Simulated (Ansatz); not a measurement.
# As2Se: stationary points along a deformation path

The calculation used DFT PBE, scalar-relativistic, plane waves, PAW in Ansatz 0.2.0. The runs took a 420 eV cutoff, a Γ-centred 12×12×12 mesh and Gaussian smearing (0.15 eV). No spin polarisation. Energies are free energies at this smearing, counted from the undisturbed cell; pressure is positive in compression.

The undisturbed cell (relaxed at this level; with this scan's settings it stands at 0.1 GPa; it needn't be the usual structure):

```
CELL_PARAMETERS angstrom
-3.53999 3.53999 2.63950
3.53999 -3.53999 2.63950
3.53999 3.53999 -2.63950
ATOMIC_POSITIONS crystal
As 0.87500 0.12500 0.75000
As 0.37500 0.12500 0.25000
As 0.87500 0.62500 0.75000
As 0.87500 0.12500 0.25000
Se 0.50000 0.50000 0.00000
Se 0.25000 0.75000 0.50000
```

At fixed volume and fractional coordinates, lengths along (0.000, 0.000, 1.000) are scaled against those across it; ρ is that ratio over its starting value. V = 22.051 Å³/atom. Δσ is the stress along the axis less the mean stress across it (compression positive).

```csv
ρ,ΔE (meV/atom),Δσ (GPa),space group
0.850,96.7,11.65,I4_1/amd
0.920,27.9,6.89,I4_1/amd
0.960,7.3,3.61,I4_1/amd
1.000,0.0,0.31,I4_1/amd
1.100,27.9,-6.50,I4_1/amd
1.200,102.0,-11.91,I4_1/amd
```

How does the stress give the slope of the energy, and where is the energy stationary?

Along the path d ln(length) is 2/3 d ln ρ on the axis and −1/3 d ln ρ across it, so dE/d ln ρ = −(2/3) V Δσ: the energy falls with ρ where Δσ is positive. Δσ vanishes or changes sign between ρ = 1.000 and 1.100, a minimum (near 1.00 by linear interpolation). Pairs of stationary points between two samples would go unseen, and could change a minimum read from distant neighbours into a maximum.

Integrate that slope from ρ = 1 to 1.200 by the trapezoid rule.

With V/N in Å³ and 1 eV/Å³ = 160.2 GPa the slopes at ρ = 1.000, 1.100, 1.200 are -29, 597, 1093 meV/atom per unit of ln ρ. The steps add 27.1 + 73.5 = 100.6 meV/atom, against 102.0 from the energies; the trapezoid rule misses the curvature of the slope within each step.

In a metal these slopes depend on the k mesh and the smearing.

Cost: 6 runs of about 5.8 core-minutes in all, on Intel Xeon Platinum 8375C (Ice Lake) (shared hosts).